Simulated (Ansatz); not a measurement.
SrTiO3 in the cubic perovskite structure, relaxed with r2SCAN: 6 runs in Ansatz, each a construction of maximally localised Wannier functions. Space group Pm-3m (No. 221), cubic; conventional cell a = 3.907 Å, 11.93 Å³ an atom. Sr is surrounded by 12 O at 2.76 Å; Ti is surrounded by 6 O at 1.95 Å; O is surrounded by 2 Ti at 1.95 Å and 4 Sr at 2.76 Å. No spin polarisation and no zero-point or thermal motion.

```
Sr Ti O
1.0
     3.90685    0.00000    0.00000
     0.00000    3.90685    0.00000
     0.00000    0.00000    3.90685
Sr Ti O
1 1 3
Direct
  0.00000 0.00000 0.00000
  0.50000 0.50000 0.50000
  0.50000 0.50000 0.00000
  0.50000 0.00000 0.50000
  0.00000 0.50000 0.50000
```

Windows count from the top of the filled bands; a dash means that no such window was set (without an outer window there is no disentanglement). Rows marked drawn have settings drawn at random (some not listed).

```json
{"functional": "PBE", "SCF mesh": "6×6×6", "trial orbitals": "O s, O p", "functions": "12", "mesh": "4×4×4", "window (eV)": "–", "frozen (eV)": "–", "settings": "drawn", "Ω total (Å²)": "13.46", "Ω invariant (Å²)": "12.20", "largest spread (Å²)": "1.18", "least projectability": "0.71", "interpolation miss of the model's filled bands (eV, to the nearest computed level)": "0.056"}
{"functional": "PBE", "SCF mesh": "6×6×6", "trial orbitals": "O s, O p", "functions": "12", "mesh": "6×6×6", "window (eV)": "–", "frozen (eV)": "–", "settings": "chosen", "Ω total (Å²)": "14.18", "Ω invariant (Å²)": "12.94", "largest spread (Å²)": "1.24", "least projectability": "0.71", "interpolation miss of the model's filled bands (eV, to the nearest computed level)": "0.011"}
{"functional": "PBE", "SCF mesh": "6×6×6", "trial orbitals": "O p", "functions": "9", "mesh": "4×4×4", "window (eV)": "–", "frozen (eV)": "–", "settings": "chosen", "Ω total (Å²)": "10.73", "Ω invariant (Å²)": "10.60", "largest spread (Å²)": "1.22", "least projectability": "0.78", "interpolation miss of the model's filled bands (eV, to the nearest computed level)": "0.051"}
{"functional": "r2SCAN", "SCF mesh": "6×6×6", "trial orbitals": "O s, O p", "functions": "12", "mesh": "4×4×4", "window (eV)": "–", "frozen (eV)": "–", "settings": "chosen", "Ω total (Å²)": "12.20", "Ω invariant (Å²)": "10.95", "largest spread (Å²)": "1.09", "least projectability": "0.78", "interpolation miss of the model's filled bands (eV, to the nearest computed level)": "0.045"}
{"functional": "r2SCAN", "SCF mesh": "6×6×6", "trial orbitals": "O p", "functions": "9", "mesh": "4×4×4", "window (eV)": "–", "frozen (eV)": "–", "settings": "chosen", "Ω total (Å²)": "10.35", "Ω invariant (Å²)": "10.24", "largest spread (Å²)": "1.17", "least projectability": "0.78", "interpolation miss of the model's filled bands (eV, to the nearest computed level)": "0.044"}
{"functional": "PBE", "SCF mesh": "6×6×6", "trial orbitals": "O p (loose tolerance)", "functions": "9", "mesh": "4×4×4", "window (eV)": "–", "frozen (eV)": "–", "settings": "drawn", "Ω total (Å²)": "10.73", "Ω invariant (Å²)": "10.60", "largest spread (Å²)": "1.22", "least projectability": "0.78", "interpolation miss of the model's filled bands (eV, to the nearest computed level)": "0.051"}
```
